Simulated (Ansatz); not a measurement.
## Structures of SrCuSi: which is lowest?

Plane-wave DFT in Ansatz with scalar-relativistic PAW potentials, cutoff 420 eV, Γ-centred meshes chosen by cell and gap, Gaussian smearing with energies taken to zero width. Every cell was relaxed (cell and atoms) in a run of its own, within the symmetry of its start. Functional: PBEsol.

Relaxed structures (starts from databases or built by putting these elements on another compound's sites):
A. P-6m2, 3 atoms in the computed cell, a = 4.054 Å, c = 4.619 Å; sites (symmetry × multiplicity) Sr -6m2 × 1, Si -6m2 × 1, Cu -6m2 × 1; start: database
B. P6_3/mmc, 6 atoms in the computed cell, a = 4.053 Å, c = 9.260 Å; sites (symmetry × multiplicity) Sr -3m. × 2, Si -6m2 × 2, Cu -6m2 × 2; start: database

Question: Rank them by energy. Could pressure change the order?

Answer:
```tsv
structure	group	E − E(lowest) (meV/atom)	V (Å³/atom)	gap on mesh (eV)
B	P6_3/mmc	0.0	21.96	0.00
A	P-6m2	2.1	21.91	0.00
```

B and A are level within the 5 meV/atom that separate runs leave open. The two lowest differ in volume by under 3 %, too little for a first-order estimate of what pressure does to that pair (other pairs aren't weighed here). Other structures may lie lower than all of these, and vibrations aren't counted.